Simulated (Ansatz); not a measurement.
These are results of DFT PBE, scalar-relativistic, plane waves, PAW, and for the lanthanide a 4f-in-core norm-conserving potential, in Ansatz 0.2.0, not measurements. Settings: cutoff 690 eV, Γ-centred meshes spaced at most about 0.3 Å⁻¹, and about 0.25 Å⁻¹ or finer for metals (2π included), Gaussian smearing. No spin polarisation in the final relaxations.

These are static total energies at zero pressure. All come from trial cells, and lower structures may exist.

**Question.** Which of these relaxed structures of SmSi4 is the lowest in energy?
A.

```cif
data_structure
_symmetry_space_group_name_H-M 'P-6m2'
_symmetry_Int_Tables_number 187
_cell_length_a 3.9883
_cell_length_b 3.9883
_cell_length_c 8.5888
_cell_angle_alpha 90.000
_cell_angle_beta 90.000
_cell_angle_gamma 120.000
_cell_volume 118.31
loop_
_atom_site_label
_atom_site_type_symbol
_atom_site_symmetry_multiplicity
_atom_site_Wyckoff_symbol
_atom_site_fract_x
_atom_site_fract_y
_atom_site_fract_z
_atom_site_occupancy
Sm1 Sm 1 b 0.00000 0.00000 0.50000 1
Si1 Si 2 i 0.66667 0.33333 0.27686 1
Si2 Si 1 a 0.00000 0.00000 0.00000 1
Si3 Si 1 e 0.66667 0.33333 0.00000 1
```

B.

```cif
data_structure
_symmetry_space_group_name_H-M 'Im-3m'
_symmetry_Int_Tables_number 229
_cell_length_a 6.3024
_cell_length_b 6.3024
_cell_length_c 6.3024
_cell_angle_alpha 90.000
_cell_angle_beta 90.000
_cell_angle_gamma 90.000
_cell_volume 250.33
loop_
_atom_site_label
_atom_site_type_symbol
_atom_site_symmetry_multiplicity
_atom_site_Wyckoff_symbol
_atom_site_fract_x
_atom_site_fract_y
_atom_site_fract_z
_atom_site_occupancy
Sm1 Sm 2 a 0.00000 0.00000 0.00000 1
Si1 Si 8 c 0.25000 0.25000 0.25000 1
```

C.

```cif
data_structure
_symmetry_space_group_name_H-M 'I4/mmm'
_symmetry_Int_Tables_number 139
_cell_length_a 8.6789
_cell_length_b 8.6789
_cell_length_c 3.3082
_cell_angle_alpha 90.000
_cell_angle_beta 90.000
_cell_angle_gamma 90.000
_cell_volume 249.19
loop_
_atom_site_label
_atom_site_type_symbol
_atom_site_symmetry_multiplicity
_atom_site_Wyckoff_symbol
_atom_site_fract_x
_atom_site_fract_y
_atom_site_fract_z
_atom_site_occupancy
Sm1 Sm 2 b 0.00000 0.00000 0.50000 1
Si1 Si 8 j 0.84558 0.50000 0.00000 1
```

D.

```cif
data_structure
_symmetry_space_group_name_H-M 'P-6m2'
_symmetry_Int_Tables_number 187
_cell_length_a 3.8802
_cell_length_b 3.8802
_cell_length_c 15.0408
_cell_angle_alpha 90.000
_cell_angle_beta 90.000
_cell_angle_gamma 120.000
_cell_volume 196.12
loop_
_atom_site_label
_atom_site_type_symbol
_atom_site_symmetry_multiplicity
_atom_site_Wyckoff_symbol
_atom_site_fract_x
_atom_site_fract_y
_atom_site_fract_z
_atom_site_occupancy
Sm1 Sm 1 e 0.66667 0.33333 0.00000 1
Sm2 Sm 1 d 0.33333 0.66667 0.50000 1
Si1 Si 2 h 0.33333 0.66667 0.86700 1
Si2 Si 2 g 0.00000 0.00000 0.36138 1
Si3 Si 2 i 0.66667 0.33333 0.79926 1
Si4 Si 2 h 0.33333 0.66667 0.29904 1
```

**Answer.** D. It has space group P-6m2 (No. 187); the next, A, with space group P-6m2 (No. 187), lies 0.53 eV/atom higher. Counting Si atoms around Sm (those within 1.25 times the shortest such distance or 1.15 times the sum of covalent radii), the lowest has Sm 8 and the next has Sm 6. The lowest and the next both hold Si–Si nets.

Cells relaxed within their symmetry can be saddle points. The P-6m2 cell of SmSi4 came from shaking the P-6m2 one. Some candidate types were left out of the draw beforehand, so a known form may be missing.

The lanthanide is trivalent by construction, without f bands, f moments or other valences.
